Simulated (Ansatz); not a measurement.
Values for one crystal, relaxed and computed with plane-wave PAW PBE (Ansatz code); other levels are named.

| Property | Result |
|---|---|
| Volume per atom | 12.73 Å³ |
| Band gap | 1.82 eV (direct) |
| Elastic constants (relaxed ions, GPa) | C11 = 281, C12 = 143, C13 = 84.0, C33 = 385, C44 = 65.6 |
| Pressure derivative B′ | 4.1 |
| Valence-band maximum | at Γ |
| Young's modulus | 205 GPa |
| Formation energy from the elements (no fitted shifts) | 0.008 eV/atom |

**Question.** Pick the material that matches.
A. BN, zinc blende
B. AlN, wurtzite
C. ZnSnN2, Pna2_1 (Zn on 4a, Sn on 4a, N on 4a, N on 4a)
D. Ge3N4, P6_3/m (Ge on 6h, N on 2c, N on 6h)

**Answer.** D, Ge3N4, P6_3/m (Ge on 6h, N on 2c, N on 6h)

Symmetry was held in the PBE relaxation. The references are the lowest solids computed at this level, not always the standard phases (solids in place of the gases). Spin–orbit coupling is left out wherever it is not named.

Potentials: the later of the program's two PAW sets.
